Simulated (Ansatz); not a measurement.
## From a trial cell to the properties of SrGa₃ in the AuCu3-type structure

Level of theory: DFT, PBE, scalar-relativistic, no spin polarisation; plane waves to 420 eV with PAW datasets (Ansatz 0.2.0), Γ-centred 8×8×8 mesh, 0.05 eV Gaussian smearing; PAW files: Ansatz's generated set soft_2.

This is a trial structure made by placing the elements on a prototype's sites, so it needn't be the stable form.

The first cell:

```
Sr Ga
1.0
     4.51632    0.00000    0.00000
     0.00000    4.51632    0.00000
     0.00000    0.00000    4.51632
Sr Ga
1 3
Direct
  0.00000 0.00000 0.00000
  0.00000 0.50000 0.50000
  0.50000 0.50000 0.00000
  0.50000 0.00000 0.50000
```

The runs in order:

| run | level | k-mesh | kind | V (Å³/atom) | P (GPa) | E − E(final) (meV/atom) | gap on the mesh (eV) |
| --- | --- | --- | --- | --- | --- | --- | --- |
| 1 | PBE | 8×8×8 | fixed cell | 23.03 | 0.3 | 0.2 | metal |
| 2 | PBE | 8×8×8 | fixed cell | 23.12 | 0.2 | 0.0 | metal |
| 3 | PBE | 8×8×8 | fixed cell | 23.22 | 0.0 | 0.0 | metal |

The cell is relaxed to zero pressure at this level.

The final structure (symmetry read at 0.01 Å). Symmetry: Pm-3m, No. 221, cubic system. Conventional cell: a = 4.528 Å, b = 4.528 Å, c = 4.528 Å, α = 90.00°, β = 90.00°, γ = 90.00°. Sr (site symmetry m-3m) has 12 Ga at 3.20 Å as nearest neighbours. Ga (site symmetry 4/mmm) has 4 Sr at 3.20 Å and 8 Ga at 3.20 Å as nearest neighbours. (Shells end 15 % past the nearest neighbour.)

```
atom  site  symmetry       x       y       z
  Sr    1a      m-3m  0.0000  0.0000  0.0000
  Ga    3c    4/mm.m  0.0000  0.5000  0.5000
```

At the final geometry the gap, band path included, is zero (metallic). The equation of state gives B0 = 39 GPa and B0′ = 5.3. Against the elements' standard states, run alike and uncorrected, the formation energy is -0.21 eV/atom. 

**What lies behind the numbers.**

With 49 valence electrons in the calculation's cell and no magnetic order, the bands, two electrons each, can't all be full or empty: band theory demands a metal.
